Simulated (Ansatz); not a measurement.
Relaxed C (diamond):

```
C
1.0
    0.00000     3.57162     3.57162
    1.78581     0.00000     1.78581
    1.78581     1.78581     0.00000
C
4
Direct
  0.25000   0.50000   0.50000
  0.75000   0.50000   0.50000
  0.37500   0.75000   0.75000
  0.87500   0.75000   0.75000
```

In this cell atom 3 (C, nearest neighbour C at 1.547 Å; its periodic images, 2.5 Å or more away, move with it) is moved by s along Cartesian [110], unit vector (0.707, 0.707, 0.000); all other atoms and the cell stay fixed.

All values below come from PBE (plane waves to 420 eV, PAW, scalar-relativistic; Ansatz, an electronic-structure program). k mesh 13×13×13 (Γ-centred), Fermi-Dirac smearing 0.05 eV. The energy includes the smearing's −TS. C was relaxed with its symmetry unable to fall. The PAW data are Ansatz's earlier set. ΔE is measured from the undisplaced structure.

```csv
s (Å),ΔE (meV/cell)
-0.150,419
-0.120,withheld
-0.090,151
-0.060,67
-0.030,17
0.000,0
0.030,17
0.060,67
0.090,151
0.120,withheld
0.150,419
```

### Question
Fit an even polynomial form (powers 2, 4) to the given rows and predict ΔE at s = 0.120.

### Answer
Least squares on the 9 given rows: ΔE = (18650)·s² + (-1103)·s⁴, in meV/cell with s in Å; root-mean-square residual 0.1 meV/cell. At 0.120 the fit gives 268 meV/cell; the calculation gives 268 meV/cell, the same to the digits shown. The quadratic term alone would give 269 meV/cell.

(For displaced atoms, the force is minus the slope of the energy, and its curvature is a force constant, which sets phonon frequencies.)
